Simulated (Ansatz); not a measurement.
A crystal relaxed with r2SCAN in Ansatz 0.2.0 has space group P-4m2 (No. 115) and a = 4.100 Å, c = 11.558 Å.

```csv
atom,site,x,y,z
P,2g,0.5000,0.0000,0.1115
Xx,1b,0.5000,0.5000,0.0000
Xx,2e,0.0000,0.0000,0.7767
Sb,2g,0.5000,0.0000,0.6379
Xx,1c,0.5000,0.5000,0.5000
```

r2SCAN gives a direct gap of 0.63 eV at Γ. With HSE06 the gap is 1.04 eV and direct, at Γ. Meshes: r2SCAN 6×6×2, HSE06 4×4×2.

**Question.** Which element is Xx?
A. B
B. Ga
C. Al
D. In

**Answer.** B. Xx is Ga: Ga2SbP as one 8-atom ordering (P-4m2) on the zincblende lattice. Around P lie 4 Ga at 2.42 Å; around Ga lie 4 P at 2.42 Å; around Ga lie 2 P at 2.42 Å and 2 Sb at 2.60 Å; around Sb lie 4 Ga at 2.60 Å; around Ga lie 4 Sb at 2.60 Å.

Note: simulated data, non-magnetic, for a generated structure that need not be the stable one.

Spin-orbit coupling is left out, which matters wherever the heavy atoms make up the band edges.

The meshes of the hybrids are coarse, so their gaps aren't converged to the digits shown.
